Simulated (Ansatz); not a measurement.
Zr (hcp, Mg type)

```
CELL_PARAMETERS angstrom
      6.46319     0.00000     0.00000
     -1.61580     2.79864     0.00000
      0.00000     0.00000     5.17363
ATOMIC_POSITIONS crystal
  Zr 0.16667 0.66667 0.75000
  Zr 0.66667 0.66667 0.75000
  Zr 0.33333 0.33333 0.25000
  Zr 0.83333 0.33333 0.25000
```

In each cell atom 4 (Zr, nearest neighbour Zr at 3.189 Å; its periodic images, 3.2 Å or more away, move with it) moves by s·(0.707, 0.707, 0.000) (along Cartesian [110]), the rest being held.

Computed with PBE (plane waves to 420 eV, PAW, scalar-relativistic; Ansatz, a program for electronic structure). k mesh 13×13×7 (Γ-centred), Fermi-Dirac smearing 0.05 eV. Energies are smeared free energies. Left out: 4 of 11 points, with atoms too close for the PAW data. With partly filled bands, energies and forces of such displacements shift with the k mesh and the smearing. The PAW data are Ansatz's earlier set. Zr is run without spin polarisation. Zr was relaxed with its symmetry unable to fall. The zero of ΔE is the undisplaced structure. The last digit holds for this mesh only.

```
s (Å)   ΔE (meV/cell)
------  -------------
-0.576       withheld
-0.384          374.5
-0.192           98.1
0.000             0.0
0.192            95.3
0.384           371.5
0.576           860.7
```

Q: Fit a polynomial form (powers 2, 3, 4) to the given rows and predict ΔE at s = -0.576.

A: Least squares on the 6 given rows: ΔE = (2495)·s² + (-12.27)·s³ + (316.3)·s⁴, in meV/cell with s in Å; root-mean-square residual 2.83 meV/cell. At -0.576 the fit gives 864.9 meV/cell; the calculation gives 847.0 meV/cell, so the extrapolation is off by 17.9 (+2.1 %). The quadratic term alone would give 827.8 meV/cell.

(For displaced atoms, the force is minus the slope of the energy, and its curvature is a force constant, which sets phonon frequencies.)
